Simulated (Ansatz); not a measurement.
TiO2 in space group P3_121 (No. 152; Ti on 3a, O on 6c), the program Ansatz at the r²SCAN level (PAW). The conduction-band minimum lies at A, with 1 equivalent valley. Second derivatives d²E/dk² of the lowest band at one valley (eV·Å²), along Cartesian directions:

| direction | d²E/dk² |
|---|---|
| [100] | 4.259 |
| [010] | 4.259 |
| [001] | 6.662 |
| [110] | 4.259 |
| [101] | 5.456 |
| [011] | 5.456 |

Task: Find the principal effective masses, the density-of-states mass and the conductivity mass.

Result: Off-diagonal terms follow from H_xy = H[110] − (H_xx + H_yy)/2, and m*/mₑ = 7.620 eV·Å² over each eigenvalue: 1.1, 1.8, 1.8. One valley's DOS mass (m₁m₂m₃)^(1/3) = 1.5, conductivity mass 3/(Σ 1/mᵢ) = 1.5 mₑ.

Task: What effective density of states Nc follows at 300 K for parabolic valleys?

Result: Nc = 2.509e19 × 1 × (1.5)^(3/2) ≈ 4.6e19 cm⁻³.

Task: With the computed static dielectric constant 8.00 (mean of the diagonal), estimate a hydrogenic donor's binding energy and radius.

Result: E = 13.606 eV × 1.5/8.00² ≈ 320 meV; a = 0.529 Å × ε/m* ≈ 2.8 Å. Semilocal masses tend to be too small where the gap is.

The workflow started from a Materials Project entry (that database holds measured and hypothetical structures alike); the Crystallography Open Database files this formula in space group No. 152, but the cells were not matched. It is not the phase usual at ambient conditions (space group No. 61, 136, 141). The cell was relaxed with r²SCAN under the symmetry of its start. At this level the phase is dynamically unstable (imaginary phonons). No spin polarisation was allowed.

Potentials: the earlier of the program's two PAW sets.
